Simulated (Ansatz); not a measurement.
The start is a generated trial cell of HfN in the AFLOW prototype AB_oP8_57_d_d (as in TlF). A full variable-cell relaxation at zero pressure is run with PBE (plane waves to 420 eV, PAW, scalar-relativistic; Ansatz, a first-principles code). First-step values are on the input's coarse k-mesh.

Ansatz input (later rounds restart from its end on a renewed k-mesh):
Ansatz 0.2 input:
```yaml
crystal:
  lattice:
    - [5.3887955, 0, 0]
    - [0, 4.8522109, 0]
    - [0, 0, 4.5820445]
  atoms:
    - { symbol: N, position: [0.255, 0.5096, 0.25] }
    - { symbol: N, position: [0.255, 0.9904, 0.75] }
    - { symbol: N, position: [0.745, 0.0096, 0.25] }
    - { symbol: N, position: [0.745, 0.4904, 0.75] }
    - { symbol: Hf, position: [0.8593, 0.5628, 0.25] }
    - { symbol: Hf, position: [0.8593, 0.9372, 0.75] }
    - { symbol: Hf, position: [0.1407, 0.0628, 0.25] }
    - { symbol: Hf, position: [0.1407, 0.4372, 0.75] }
basis: { ecutwfc: 420, ecutrho_ratio: 4, xc_grid: 2, fft_grid_basis: typed }
kpoints: { mp_grid: { grid: [5, 5, 5] } }
hamiltonian:
  xc: pbe
  dispersion: none
  pseudopotentials: { azcp: { folder: ./paw }, kind: paw }
scf: { occupations: { method: fermi_dirac, width: 0.05 } }
relax: { f_tol: 0.01, max_steps: 100, cell: { stress_tol: 0.02 } }
output: { forces: true, stress: true }
```

### Question
What is the largest force in the starting geometry, and on which atom (counted from 1)?

### Answer
About 7.0 eV/Å, on Hf5, Hf6, Hf7, Hf8 (atoms numbered as listed).

### Question
How does the volume change?

### Answer
-21.5 %, from 14.98 to 11.76 Å³/atom.

### Question
How do the shortest distances between atoms change?

### Answer
The closest pairs of elements (up to four, under 3.6 Å), start → end: Hf–N 2.15 → 2.27 Å; Hf–Hf 2.81 → 3.22 Å; N–N 3.27 → 3.22 Å.

### Question
What band gap does the relaxed structure have at this level?

### Answer
No gap (metallic).

### Question
Write out the relaxed structure.

### Answer

```cif
data_Hf4N4
_chemical_formula_sum 'N4 Hf4'
_space_group_name_H-M_alt 'Fm-3m'
_space_group_IT_number 225
_space_group_name_Hall '-F 4 2 3'
_cell_length_a 4.54803
_cell_length_b 4.54803
_cell_length_c 4.54803
_cell_angle_alpha 90.000
_cell_angle_beta 90.000
_cell_angle_gamma 90.000
loop_
_atom_site_label
_atom_site_type_symbol
_atom_site_symmetry_multiplicity
_atom_site_Wyckoff_symbol
_atom_site_fract_x
_atom_site_fract_y
_atom_site_fract_z
_atom_site_occupancy
N1 N 4 b 0.50000 0.50000 0.50000 1
Hf1 Hf 4 a 0.00000 0.00000 0.00000 1
```
(The calculation used a cell of 2 atoms; values per cell refer to that cell.)

Final values are on a 18×18×18 k-mesh of the relaxed cell. No spin polarisation in the result. The relaxed primitive cell holds an odd number of electrons. A magnetic state may lie lower.

The run could not lose the symmetry of its start.
